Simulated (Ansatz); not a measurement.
A scan (energy against volume; even scaling of the relaxed cell, symmetry kept) gave these values. Level of theory: PBE (plane waves to 420 eV, PAW, scalar-relativistic; Ansatz, a quantum-chemistry and plane-wave program).

| Quantity | Result |
|---|---|
| Bulk modulus B₀ (third-order Birch-Murnaghan fit) | 184 GPa |
| Pressure derivative B₀′ (fit) | 4.4 |
| Equilibrium volume of the fit | 10.00 Å³/atom |

Of these crystals, all scanned alike, which one is it?
A) Cs (bcc, W type)
B) NaF (rock salt)
C) FeO (rock salt)

C, FeO (rock salt). The others have, for the bulk modulus: Cs 2.0 GPa, NaF 44.8 GPa

All were relaxed with their symmetry unable to fall. FeO is run spin-polarised and with no Hubbard U; the real compound is an antiferromagnetic insulator, a state that this run doesn't describe. Relaxed FeO ends ferromagnetic. The relaxed volume of NaF is well above the measured one; the method has no dispersion term. Other magnetic orders were not checked, so this need not be the ground state. (This holds for the magnetic or f-shell members.)

(A scan under strain: stresses follow from slopes of the energy per volume, elastic moduli from its curvatures.)
